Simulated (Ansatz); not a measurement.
Task: Lu (hcp (Mg type), space group No. 194) is relaxed with DFT-r²SCAN in the program Ansatz with PAW potentials. What lattice parameters of the conventional cell result?

Result: a = 3.504 Å, c = 5.455 Å.

Space group P6_3/mmc (hcp (Mg type)). The r²SCAN relaxation kept the symmetry of its start. Axis ratios of metals converge slowly with the k-mesh, so a and c are less sure than the volume. Scalar-relativistic: spin–orbit coupling is off unless named, which matters more the heavier the elements.

Potentials: the earlier of the program's two PAW sets.
